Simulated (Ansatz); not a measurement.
A geometry of ZnSiP₂ away from equilibrium: step 2 of the relaxation of a relaxed ZnSiP2 cell with one Zn and one P atom exchanged in a cell of 8 atoms. All values below come from PBE (plane waves to 420 eV, PAW, scalar-relativistic; Ansatz, a program for electronic structure). Γ-centred k-mesh 5×5×6 on the run's cell (coarser than for final values), Fermi–Dirac smearing 0.05 eV. The plane waves were selected for a different cell earlier on the path.

```
CELL_PARAMETERS angstrom
     -2.79559     2.74297     5.37245
      2.66995    -2.68928     5.28025
      2.76873     2.66242    -5.34485
ATOMIC_POSITIONS crystal
  Zn 0.75569 0.24594 0.49939
  P  0.00803 0.00232 0.00976
  Si 0.24870 0.74841 0.49996
  Si 0.50238 0.49817 0.00048
  P  0.13608 0.12282 0.50553
  Zn 0.61195 0.63269 0.49381
  P  0.36644 0.86294 0.98365
  P  0.87074 0.38671 0.00742
```

Give the Cartesian forces on all atoms (eV/Å).


```
atom     Fx     Fy     Fz
----  -----  -----  -----
Zn1   -0.15   0.17  -0.11
P2     0.03   0.32  -0.20
Si3    0.01  -0.07  -0.21
Si4   -0.15   0.02   0.01
P5    -0.24  -0.44   0.34
Zn6    0.29   0.30   0.12
P7     0.38  -0.20  -0.09
P8    -0.16  -0.11   0.14
```

The path ends in P1 (No. 1). No spin polarisation in the result.

The end of the path is a generated cell of ZnSiP2: the first start was made by placing the elements on the sites of a structure type, and the end was not matched to a known phase here, so it may be hypothetical.
